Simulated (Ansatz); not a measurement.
Polymorphs of TiAl2O5, each relaxed with PBEsol in the plane-wave PAW code Ansatz:

A: Cmcm
a = 3.6035 Å, b = 9.3609 Å, c = 9.6423 Å, α = β = γ = 90.00°

```csv
atom,site,symmetry,x,y,z
Ti,4c,m2m,0.0000,0.3151,0.2500
Al,8f,m..,0.0000,0.6408,0.0562
O,8f,m..,0.0000,0.1877,0.0668
O,8f,m..,0.0000,0.4553,0.1176
O,4c,m2m,0.0000,0.7358,0.2500
```

B: Cmc2_1
a = 3.6312 Å, b = 9.4443 Å, c = 9.5310 Å, α = 90.00°, β = 90.00°, γ = 90.00°

```csv
atom,site,symmetry,x,y,z
Ti,4a,m..,0.0000,0.1277,0.4383
Al,4a,m..,0.0000,0.1421,0.0684
Al,4a,m..,0.0000,0.1902,0.7459
O,4a,m..,0.0000,0.0574,0.8875
O,4a,m..,0.0000,0.0444,0.6195
O,4a,m..,0.0000,0.2460,0.2460
O,4a,m..,0.0000,0.6839,0.4204
O,4a,m..,0.0000,0.6925,0.0739
```

Question: Order them by energy per atom at 0 K (lowest first) at the level PBEsol.

Answer: A (+0 meV/atom), B (+11 meV/atom)

Question: Give each one's gap.

Answer: A 3.02 eV; B 3.31 eV.

Standing as an ambient phase not checked: A; B. All cells were relaxed under the symmetry of their starts (and spin orders); stability against distortions was not tested throughout. Rows with no word on spin ran without spin polarisation.

Energies hold the estimated change up to a 700 eV cutoff; steps of a few meV lie near the error of the meshes.

Potentials: the later of the program's two PAW sets.
